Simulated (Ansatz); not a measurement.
Theory: Ansatz 0.2.0, DFT PBE, scalar-relativistic, plane waves, PAW. Settings: cutoff 420 eV, Γ-centred meshes spaced at most about 0.3 Å⁻¹, and about 0.25 Å⁻¹ or finer for metals (2π included), Gaussian smearing. No spin polarisation in the final relaxations.

Temperature and zero-point effects are left out. All come from trial cells, and lower structures may exist.

Question: These unrelaxed guesses for B3P are each relaxed within their symmetry. Order them by the energy at which they end, lowest first.
1.

```
CELL_PARAMETERS angstrom
2.74079 0.00000 0.00000
-1.37040 2.37360 0.00000
0.00000 0.00000 8.71474
ATOMIC_POSITIONS crystal
B 0.00000 0.00000 0.50000
B 0.66667 0.33333 0.26203
B 0.66667 0.33333 0.73797
P 0.00000 0.00000 0.00000
```

2.

```
CELL_PARAMETERS angstrom
3.87892 0.00000 0.00000
-1.93946 3.35925 0.00000
0.00000 0.00000 3.75863
ATOMIC_POSITIONS crystal
B 0.86228 0.13772 0.50000
B 0.86228 0.72457 0.50000
B 0.27543 0.13772 0.50000
P 0.33333 0.66667 0.50000
```

3.

```
CELL_PARAMETERS angstrom
3.92763 0.00000 0.00000
-1.96381 3.40143 0.00000
0.00000 0.00000 3.32195
ATOMIC_POSITIONS crystal
B 0.56035 0.43965 0.50000
B 0.56035 0.12070 0.50000
B 0.87930 0.43965 0.50000
P 0.33333 0.66667 0.00000
```

Answer: 1 (ends in P-6m2, 0 meV/atom), 3 (ends in P-6m2, 86 meV/atom), 2 (ends in P-6m2, 0.67 eV/atom). Even the lowest end lies +0.71 eV/atom against the elements.

No dispersion correction is applied, so the spacing and binding between layers, chains or molecules are poorly described (P-6m2 at 12.7 Å³/atom), and this can change margins and order among such cells. Cells relaxed within their symmetry can be saddle points. Some structure types and database cells were kept out of the candidates from the start, so a known form may be missing.
